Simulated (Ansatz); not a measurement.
Property card for NbCd3

NbCd₃:
Space group Pm-3m (No. 221); a = b = c = 4.272 Å, α = β = γ = 90.00°

```tsv
atom	site	symmetry	x	y	z
Cd	3c	4/mm.m	0.0000	0.5000	0.5000
Nb	1a	m-3m	0.0000	0.0000	0.0000
```

Space group Pm-3m (No. 221), Cu3Au type; conventional cell a = b = c = 4.2719 Å, α = β = γ = 90.00°.

Method: r²SCAN in the plane-wave PAW code Ansatz. Geometry: relaxed at this level of theory. Other levels are named where they apply.

### Cell and energy

* **Volume per atom**: 19.49 Å³
* **Density**: 9.16 g/cm³
* **Formation energy from the elements (no fitted shifts)**: 10 kJ/mol of atoms

### Electronic structure

- Electronic character: metallic (no gap)
- Density of states at the Fermi level: 0.40 states/eV per atom (mean over ±0.08 eV)
- Gap with spin–orbit coupling: none (metallic)

### Mechanics

- Bulk modulus (Birch–Murnaghan fit): 105 GPa
- Pressure derivative B′: 5.0

### Charges

* **Bader charges**: Cd -0.25, Nb +0.76 e

The workflow started from an entry of the Crystallography Open Database (COD). Whether it is the stable phase at ambient conditions was not checked. The cell was relaxed with r²SCAN under the symmetry of its start; its stability against distortions is not shown here. No spin polarisation was allowed. The references are the lowest solids computed at this level, not always the standard phases. Spin–orbit coupling is left out wherever it is not named.

Potentials: the later of the program's two PAW sets.
